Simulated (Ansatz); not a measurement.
# Property card for TaTc

TaTc:
```
CELL_PARAMETERS angstrom
      3.17136     0.00000     0.00000
      0.00000     3.17136     0.00000
      0.00000     0.00000     3.17136
ATOMIC_POSITIONS crystal
  Ta 0.00000 0.00000 0.00000
  Tc 0.50000 0.50000 0.50000
```

Space group Pm-3m (No. 221), CsCl type; conventional cell a = 3.1714 Å, b = 3.1714 Å, c = 3.1714 Å, α = 90.00°, β = 90.00°, γ = 90.00°.

Method: the program Ansatz at the r²SCAN level (PAW). The cell and atoms are relaxed at this level. Other levels are named where they apply.

Cell and energy:

Volume per atom: 15.95 Å³
Density: 14.52 g/cm³
Formation energy from the elements (no fitted shifts): -0.58 eV/atom

Electronic structure:

- Electronic character: metallic (no gap)
- Density of states at the Fermi level: 0.21 states/eV per atom (mean over ±0.08 eV)
- Gap with spin–orbit coupling: none (metallic)

Mechanics:

Bulk modulus (Birch–Murnaghan fit): 269 GPa
Pressure derivative B′: 4.0

Charges:

* **Bader charges**: Ta +1.06, Tc -1.06 e

The workflow started from an entry of the Crystallography Open Database (COD). Whether it is the stable phase at ambient conditions was not checked. The cell was relaxed with r²SCAN under the symmetry of its start; whether a distortion lowers the energy is not shown. No spin polarisation was allowed. The references are the lowest solids computed at this level, not always the standard phases. Scalar-relativistic: spin–orbit coupling is off unless named, which matters more the heavier the elements.

Potentials: the later of the program's two PAW sets (Tc and Pm come from another file).
